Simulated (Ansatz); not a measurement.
# N-14 nuclear quadrupole resonance in CdPtC6N6

Cell: an entry of the Crystallography Open Database (COD) whose atoms were relaxed with PBE, the cell held.

```cif
data_CdPtC6N6
_symmetry_space_group_name_H-M 'Fm-3m'
_symmetry_Int_Tables_number 225
_cell_length_a 10.9380
_cell_length_b 10.9380
_cell_length_c 10.9380
_cell_angle_alpha 90.000
_cell_angle_beta 90.000
_cell_angle_gamma 90.000
loop_
_atom_site_label
_atom_site_type_symbol
_atom_site_symmetry_multiplicity
_atom_site_Wyckoff_symbol
_atom_site_fract_x
_atom_site_fract_y
_atom_site_fract_z
Cd Cd 4 b 0.5000 0.5000 0.5000
Pt Pt 4 a 0.0000 0.0000 0.0000
C C 24 e 0.5000 0.5000 0.8167
N N 24 e 0.5000 0.5000 0.7109
```

One atom of each set is listed; the run and its k-mesh use a cell of 14 atoms with edges of 7.73, 7.73, 7.73 Å.

Computed with Ansatz: DFT, r2SCAN, plane waves and PAW, scalar-relativistic, 500 eV cutoff, Γ-centred 5×5×5 k-points, Fermi–Dirac smearing 0.05 eV.

N-14: I = 1, Q = 20.44 mb (year-2017 value). Static lattice, zero field.

**Question.** The simulated lines lie at 2.28 MHz. What are |C_Q|, η and |V_zz| at N?

**Answer.** For I = 1 the lines are ν± = (3/4)|C_Q|(1 ± η/3) and ν₀ = |C_Q|η/2. Here |C_Q| = 3.04 MHz, η = 0.00 and |V_zz| = 6.16 × 10²¹ V/m². The calculation gives V_zz negative; the lines don't show the sign. The site has 1 C at 1.16 Å; also 1 Cd at 2.31 Å, 1 Pt at 3.16 Å.

An axis of threefold or higher order runs through N, so V_zz lies along it and η is zero.

The largest force is 0.9 eV/Å, so the atoms aren't at the calculated equilibrium and relaxing them would move these values. The database entry as given showed forces above 3 eV/Å or a pressure above 30 GPa, though relaxing it moves no atom far.

The run took 40 s of wall time (40 s of CPU time) and 1.6 GiB at its peak, on 1 thread of Arm Neoverse V1 (aarch64; 8 cores open to the job, memory cap 3.0 GiB, no GPU), a shared host with a load of 0.5 a core.
